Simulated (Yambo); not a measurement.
Yambo run on NaMoO₃F (space group P2_1/m, No. 11). The wavefunctions are PBEsol (Quantum ESPRESSO, PseudoDojo norm-conserving, 88 Ry, without SOC) ones on a 2×4×2 mesh (48 occupied bands); a = 6.658 Å, b = 3.761 Å, c = 7.313 Å, α = 90.00°, β = 109.91°, γ = 90.00°.

Yambo input:

```
rim_cut
gw0
dyson
el_el_corr
HF_and_locXC
ppa
em1d
RandQpts= 1000000
RandGvec= 1 Ry
EXXRLvcs= 88 Ry
VXCRLvcs= 352 Ry
Chimod= "HARTREE"
% BndsRnXp
 5 | 203 |
%
NGsBlkXp= 2 Ry
% LongDrXp
 1.0 | 1.0 | 1.0 |
%
PPAPntXp= 27.2114 eV
% GbndRnge
 1 | 203 |
%
GTermKind= "BG"
DysSolver= "n"
ExtendOut
% QPkrange
 7 | 7 | 48 | 49 |
%
```

k points by index: 7 = (-0.5, 0, 0).

The o-*.qp file then holds:

```
#    K-point    Band    Eo [eV]    E [eV]    E-Eo [eV]    Vxc [eV]    Vnlxc [eV]    Sc|Eo [eV]    Sc|E [eV]    dSc/dw|Eo [eV]    Re(Z)    Im(Z)
#
    7    48    0.000000    -1.053089    -1.053089    -19.83389    -25.09289    3.931702    4.205915    -7.084297    0.793431    -0.001731
    7    49    3.051102    4.852650    1.801548    -18.96767    -13.83009    -2.941639    -3.336033    -5.956873    0.820403    -0.888713E-3
```
(The two width columns are left out.) Convergence of these settings isn't established.

Geometry of the Materials Project entry, not relaxed at this level.

The structure is a Materials Project entry; no match was found in the copy of COD used, and its stability was not checked.
